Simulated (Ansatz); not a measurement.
Simulated powder pattern, Cu Kα, λ = 1.54184 Å (kinematic, ideal powder, no thermal factors, no anomalous dispersion; the 30 strongest lines at most, above 1 %, up to 2θ = 90°):

```json
[
 {"2θ (°)": "44.05", "d (Å)": "2.056", "I/Imax (%)": "100"},
 {"2θ (°)": "75.53", "d (Å)": "1.259", "I/Imax (%)": "39"}
]
```

The pattern belongs to a structure relaxed with the program Ansatz at the r²SCAN level (PAW).

### Question
Which of these materials gives this?
A) LiC6, Cmmm (C on 4i, C on 4i, C on 4i, Li on 2c)
B) AlRu2C, P6_3/mmc (Al on 2d, Ru on 4f, C on 2a)
C) SiC, Pnma (Si on 4c, C on 4c)
D) C, diamond

### Answer
D, C, diamond

### Question
Give the lattice parameters.

### Answer
a = 3.560 Å.

Space group Fd-3m (diamond). The cell was relaxed with r²SCAN under the symmetry of its start.

Potentials: the later of the program's two PAW sets.
